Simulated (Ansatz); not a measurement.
Here is the system:

HfO2:
```
HfO2
1.0
    0.00000     2.54904     2.54904
    2.54904     0.00000     2.54904
    2.54904     2.54904     0.00000
Hf O
1 2
Direct
  0.00000   0.00000   0.00000
  0.75000   0.75000   0.75000
  0.25000   0.25000   0.25000
```

This is the PBE-relaxed structure.

### Question
All from PBE (plane waves, PAW; program Ansatz), unless another level is named. Give the electron effective mass.

### Answer
0.74, 0.74, 1.2 mₑ (principal values).

### Question
What about the hole effective mass with spin–orbit coupling?

### Answer
0.29, 3.1, 3.1 mₑ (principal values).

### Question
Predict the weight of the valence-edge state by species (Voronoi cells).

### Answer
O 97 %, Hf 3 %.

### Question
And the valence-band maximum?

### Answer
at X.

Space group Fm-3m (fluorite). This is a known high-temperature phase of the composition, computed here at zero pressure and temperature. The cell was relaxed with PBE under the symmetry of its start; its stability against distortions is not shown here. The run is not spin-polarised. Scalar-relativistic: spin–orbit coupling is off unless named, which matters more the heavier the elements.

Potentials: the earlier of the program's two PAW sets.

Edges and masses are those of Kohn–Sham bands, whose gap is no quasiparticle gap.
